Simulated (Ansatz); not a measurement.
Relaxed-ion elastic tensor of BAs (wurtzite, P6_3mc) in GPa (Voigt order), LDA in the plane-wave PAW code Ansatz; density 5.38 g/cm³, 13.23 Å³ per atom.

```
 348  61.3  28.6   0.0   0.0   0.0
61.3   348  28.6   0.0   0.0   0.0
28.6  28.6   394   0.0   0.0   0.0
 0.0   0.0   0.0   112   0.0   0.0
 0.0   0.0   0.0   0.0   112   0.0
 0.0   0.0   0.0   0.0   0.0   143
```

Problem. Is the crystal mechanically stable?

Solution. Yes: the smallest eigenvalue of C is 112 GPa.

Problem. Work out the Voigt, Reuss and Hill averages.

Solution. K_V = 147, K_R = 147, K_H = 147; G_V = 138, G_R = 134, G_H = 136 GPa.

Problem. Give Young's modulus, Poisson's ratio, Pugh's ratio and the universal anisotropy index.

Solution. E = 9KG/(3K + G) = 313 GPa; ν = 0.15; K/G = 1.08 (brittle by the Pugh limit of 1.75); A_U = 5G_V/G_R + K_V/K_R − 6 = 0.16.

Problem. Estimate the sound speeds and the Debye temperature.

Solution. v_l = √((K + 4G/3)/ρ) = 7820 m/s, v_t = √(G/ρ) = 5030 m/s, mean 5520 m/s; Θ = (h/k)(3n/4πV)^(1/3) v_m = 696 K.

Problem. How much does each axis shrink under pressure?

Solution. Linear compressibilities β_i = Σ_j S_ij (j = 1 to 3): x 2.3, y 2.3, z 2.2 per TPa.

The workflow started from a Materials Project entry (that database holds measured and hypothetical structures alike); the Crystallography Open Database copy checked does not list it. It is not the phase usual at ambient conditions (space group No. 216). Symmetry was held in the LDA relaxation; whether a distortion lowers the energy is not shown.

Potentials: the earlier of the program's two PAW sets. The files were generated under PBE; for other functionals the program regenerates the frozen cores, and for LDA and PBEsol the local potential too.
